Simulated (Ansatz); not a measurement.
Ca:
```
CELL_PARAMETERS angstrom
      1.96270    -3.39879     0.00000
      1.96270     3.39879     0.00000
      0.00000     0.00000     6.43495
ATOMIC_POSITIONS crystal
  Ca 0.83328 0.16672 0.25000
  Ca 0.16672 0.83328 0.75000
```

Relaxed with r²SCAN+D4. Special points in fractions of this cell's reciprocal vectors: Γ (0.000, 0.000, 0.000); Y (-0.500, 0.500, 0.000); C0 (-0.333, 0.667, 0.000); Σ0 (0.333, 0.333, 0.000); Z (0.000, 0.000, 0.500); A0 (0.333, 0.333, 0.500); E0 (-0.333, 0.667, 0.500); T (-0.500, 0.500, 0.500); S (0.000, 0.500, 0.000); R (0.000, 0.500, 0.500).

List the band energies nearest the Fermi level at these points for r²SCAN+D4 in the plane-wave PAW code Ansatz.

In eV from the Fermi level; about four levels below and three above (degenerate sets whole), none deeper than 8.9 eV; points with the same levels are listed once.

| k | below | above |
|---|---|---|
| Γ | -4.34 -1.03 -0.39 | 2.57 2.58 2.58 |
| Y | -1.17 -0.84 | 0.28 0.48 1.47 |
| C0 | -0.29 -0.26 -0.26 | 0.68 1.59 1.59 |
| Z | -3.27 -3.27 | 1.56 1.56 2.57 2.57 2.58 2.58 |
| A0 | – | 0.12 0.12 0.34 0.34 |
| T | -0.68 -0.68 -0.01 -0.01 | 1.65 1.65 3.17 3.17 |

Space group P6_3/mmc (hcp (Mg type)). The first step of the workflow began from a Materials Project structure, measured or hypothetical; the Crystallography Open Database files this formula in space group No. 194, but the cells were not matched. It is not the phase usual at ambient conditions (space group No. 225). Symmetry was held in the r²SCAN+D4 relaxation; its stability against distortions is not shown here. The pairwise dispersion correction was not fitted to metals. Point labels and valley counts follow the cell and symmetry of the run, lower than the named group.

Potentials: the later of the program's two PAW sets.
